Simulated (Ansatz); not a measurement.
GaAs:
```cif
data_As3Ga3
_chemical_formula_sum 'Ga3 As3'
_space_group_name_H-M_alt 'P 1'
_space_group_IT_number 1
_cell_length_a 4.01819
_cell_length_b 4.01819
_cell_length_c 8.78127
_cell_angle_alpha 90.000
_cell_angle_beta 90.000
_cell_angle_gamma 120.000
loop_
_space_group_symop_operation_xyz
  'x, y, z'
loop_
_atom_site_label
_atom_site_type_symbol
_atom_site_fract_x
_atom_site_fract_y
_atom_site_fract_z
_atom_site_occupancy
Ga1 Ga 0.50022 0.00000 0.66667 1
Ga2 Ga 0.00000 0.50022 0.33333 1
Ga3 Ga 0.49978 0.49978 0.00000 1
As1 As 0.50012 0.00000 0.16667 1
As2 As 0.00000 0.50012 0.83333 1
As3 As 0.49988 0.49988 0.50000 1
```

Relaxed with PBEsol.

### Question
Which orbitals make up the states near the Fermi level in DFT-PBEsol in the program Ansatz with PAW potentials?

### Answer
Within 0.5 eV of the Fermi level: As 4p 44 %, Ga 4p 25 %, Ga 4s 19 %, As 4s 9 %. Projections are on Löwdin-orthogonalised atomic valence shells; empty p or d shells of many metals are not among them.

### Question
Tabulate the density of states.

### Answer
States/eV per cell of 6 atoms, in 0.25 eV bins, energy from the Fermi level.

```csv
E (eV),total,As 4p,Ga 4p,Ga 4s
-7.85,0.12,0.05,0.00,0.06
-7.60,2.25,0.98,0.14,1.06
-7.35,2.03,0.88,0.12,0.94
-7.10,2.24,0.97,0.17,0.95
-6.85,2.93,1.24,0.22,1.22
-6.60,1.72,0.73,0.19,0.61
-6.35,0.94,0.40,0.10,0.31
-6.10,0.86,0.37,0.12,0.28
-5.85,2.33,0.98,0.33,0.82
-5.60,3.17,1.31,0.39,1.11
-5.35,2.45,1.06,0.42,0.70
-5.10,1.18,0.56,0.26,0.24
-4.85,1.24,0.58,0.29,0.26
-4.60,1.44,0.70,0.38,0.25
-4.35,1.47,0.76,0.42,0.18
-4.10,2.09,1.14,0.68,0.15
-3.85,2.14,1.19,0.68,0.14
-3.60,2.64,1.50,0.83,0.16
-3.35,3.44,1.99,1.06,0.22
-3.10,3.32,1.94,0.98,0.24
-2.85,2.80,1.66,0.79,0.22
-2.60,3.80,2.40,1.03,0.22
-2.35,3.27,2.11,0.89,0.16
-2.10,3.92,2.58,1.06,0.15
-1.85,3.94,2.68,1.02,0.13
-1.60,4.10,2.81,1.04,0.13
-1.35,4.23,2.86,1.12,0.14
-1.10,3.29,2.25,0.88,0.07
-0.85,1.58,1.11,0.40,0.02
-0.60,0.73,0.49,0.20,0.01
-0.35,0.27,0.17,0.07,0.01
-0.10,0.09,0.05,0.02,0.01
0.15,0.09,0.02,0.02,0.03
0.40,0.36,0.09,0.08,0.11
0.65,1.14,0.28,0.29,0.33
0.90,2.55,0.69,0.68,0.66
1.15,2.80,0.78,0.76,0.76
1.40,2.05,0.60,0.57,0.52
1.65,2.91,0.85,0.96,0.60
1.90,3.47,1.01,1.27,0.63
2.15,4.08,1.38,1.37,0.71
2.40,3.17,1.08,1.14,0.48
2.65,3.39,1.22,1.11,0.58
2.90,4.47,1.49,1.64,0.66
3.15,3.27,1.01,1.41,0.38
3.40,3.47,1.04,1.58,0.31
3.65,2.56,0.73,1.19,0.21
3.90,2.03,0.49,1.01,0.14
4.15,3.59,0.76,1.91,0.18
4.40,3.19,0.74,1.67,0.14
4.65,3.24,0.77,1.63,0.16
```

Space group P6_222. The start of the workflow was typed in or built on a structure type; neither database checked (COD, Materials Project) lists it. It is not the phase usual at ambient conditions (space group No. 216). Symmetry was held in the PBEsol relaxation; of distortions, only those at the zone centre were tested. Scalar-relativistic: spin–orbit coupling is off unless named, which matters more the heavier the elements.

Potentials: the later of the program's two PAW sets.
